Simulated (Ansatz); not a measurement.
Two states of YbGe₂Ru₂

```
CELL_PARAMETERS angstrom
0.00000 0.00000 9.80280
-4.22013 4.22013 0.00000
2.11007 2.11007 -4.90140
ATOMIC_POSITIONS crystal
Ge 0.37500 0.00000 0.00000
Ge 0.87500 0.50000 0.00000
Ge 0.12500 0.50000 0.00000
Ge 0.62500 0.00000 0.00000
Ru 0.00000 0.75000 0.50000
Ru 0.50000 0.25000 0.50000
Ru 0.00000 0.25000 0.50000
Ru 0.50000 0.75000 0.50000
Yb 0.00000 0.00000 0.00000
Yb 0.50000 0.50000 0.00000
```

Single point in Ansatz 0.2.0 with r2SCAN, with U_eff = 6.89 eV on Yb f (all-electron-ortho-atomic projectors). Cutoff 500 eV, PAW datasets, 4×3×8 Γ-centred k mesh, cold filling (width 0.0313 eV).

State A: no moments (collinear spin). State B: Yb9 up, Yb10 down (collinear spin).

Question: Which state is lower, and how do they differ?

Answer: State A is lower by 106.8 meV an atom at zero smearing.

```json
{"state": "A", "free energy (meV/atom)": "0.0", "largest moment in a small sphere (μB)": "0.00", "net moment (μB/cell)": "0.00", "gap on mesh (eV)": "metal", "pressure (GPa)": "1.8", "largest force (eV/Å)": "1.07"}
{"state": "B", "free energy (meV/atom)": "106.8", "largest moment in a small sphere (μB)": "0.99", "net moment (μB/cell)": "0.03", "gap on mesh (eV)": "metal", "pressure (GPa)": "-2.7", "largest force (eV/Å)": "0.83"}
```

Origin: a database entry at a rescaled volume. Caveats: the k mesh is coarse if the cell is a metal.
